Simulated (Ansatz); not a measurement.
Computed with DFT PBE, scalar-relativistic, plane waves, PAW (Ansatz 0.2.0). Settings: cutoff 420 eV, Γ-centred meshes spaced at most about 0.3 Å⁻¹, and about 0.25 Å⁻¹ or finer for metals (2π included), Gaussian smearing. Collinear spin in cells that started with moments and kept them past the coarse steps, no spin elsewhere.

Temperature and zero-point effects are left out. All come from trial cells, and lower structures may exist.

Problem. Order these relaxed structures of La4ZrO by energy, lowest first, with the energy over the lowest of them.
A.

```xyz
6
Lattice="-3.2821 3.2821 4.8069 3.2821 -3.2821 4.8069 3.2821 3.2821 -4.8069" Properties=species:S:1:pos:R:3 pbc="T T T"
La    0.0000    0.0000    6.8460
La    0.0000    0.0000    2.7678
La    0.0000    3.2821    2.4034
La    3.2821    0.0000    2.4034
Zr    0.0000    0.0000    0.0000
O     0.0000    0.0000    4.8069
```

B.

```xyz
6
Lattice="0.0000 5.1096 5.1096 5.1096 0.0000 5.1096 5.1096 5.1096 0.0000" Properties=species:S:1:pos:R:3 pbc="T T T"
La    6.3525    3.8667    3.8667
La    3.8667    6.3525    3.8667
La    3.8667    3.8667    6.3525
La    6.3525    6.3525    6.3525
Zr    0.0000    0.0000    0.0000
O     7.6644    7.6644    7.6644
```

C.

```xyz
6
Lattice="0.0000 4.4828 4.4828 4.4828 0.0000 4.4828 4.4828 4.4828 0.0000" Properties=species:S:1:pos:R:3 pbc="T T T"
La    3.3761    3.3761    3.3761
La    3.3761    5.5896    5.5896
La    5.5896    5.5896    3.3761
La    5.5896    3.3761    5.5896
Zr    6.7242    6.7242    6.7242
O     0.0000    0.0000    0.0000
```

D.

```xyz
6
Lattice="6.3920 0.0000 0.0000 -3.1960 5.5356 0.0000 0.0000 0.0000 5.4301" Properties=species:S:1:pos:R:3 pbc="T T T"
La    3.1960    1.8452    0.0000
La   -1.5518    2.7945    2.7151
La    1.5518    2.7945    2.7151
La    0.0000    5.4823    2.7151
Zr    0.0000    3.6904    0.0000
O     0.0000    0.0000    0.0000
```

Solution. A (0 meV/atom), B (87 meV/atom), C (550 meV/atom), D (745 meV/atom). Forms: A I4/mmm, no spin; B F-43m, moments up to 2.1 μB; C F-43m, moments up to 0.6 μB; D P-6m2, no spin. Counting La or Zr atoms around O (for each partner element, those within 1.25 times its shortest distance or 1.15 times the sum of covalent radii, where it is the nearest in units of that sum or under 1.3; a plus sign parts groups by distance over the sum of covalent radii; the shortest distance is added where it exceeds 1.18 times the sum of covalent radii): A has O 2; B has O 4; C has O 12 from 3.7 Å; D has O 3+12 from 3.7 Å. Even the lowest lies +0.13 eV/atom against the elements.

Another magnetic order may lie lower. Cells relaxed within their symmetry can be saddle points. Some structure types and database cells were kept out of the candidates from the start, so a known form may be missing.
